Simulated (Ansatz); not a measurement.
Hf2GaSb3 in space group P-4m2 (No. 115; Hf on 2g, Ga on 1b, Sb on 2g, Sb on 1a), PBE in the plane-wave PAW code Ansatz, all energies at zero smearing, with the estimated change up to a 700 eV cutoff added, with one set of potentials and settings (totals compare only within such a set). Cell of 6 atoms (2 Hf, 1 Ga, 3 Sb): -54681.877 eV.

```tsv
element	reference phase	E (eV/atom)
Hf	P6_3/mmc, 2 atoms in the cell	-15721.3637
Ga	Cmce, 4 atoms in the cell	-3783.0209
Sb	R-3m, 2 atoms in the cell	-6484.4916
```

Formation energy per atom, worked out: (-54681.877 − 2×(-15721.3637) − 1×(-3783.0209) − 3×(-6484.4916))/6 = -0.442 eV/atom (-43 kJ per mol of atoms), at 0 K, without zero-point energy or fitted corrections.

The first step of the workflow began from a Materials Project structure, measured or hypothetical; the Crystallography Open Database copy checked does not list it. With Ga and Sb taken as one species the cell has the higher symmetry P4/nmm, so it may be an ordered model of a mixed-site phase. Whether it is the stable phase at ambient conditions was not checked. Symmetry was held in the PBE relaxation; its stability against distortions is not shown here. No spin polarisation was allowed. The references are the lowest solids computed at this level, not always the standard phases. Scalar-relativistic: spin–orbit coupling is off unless named, which matters more the heavier the elements.

Potentials: the later of the program's two PAW sets.
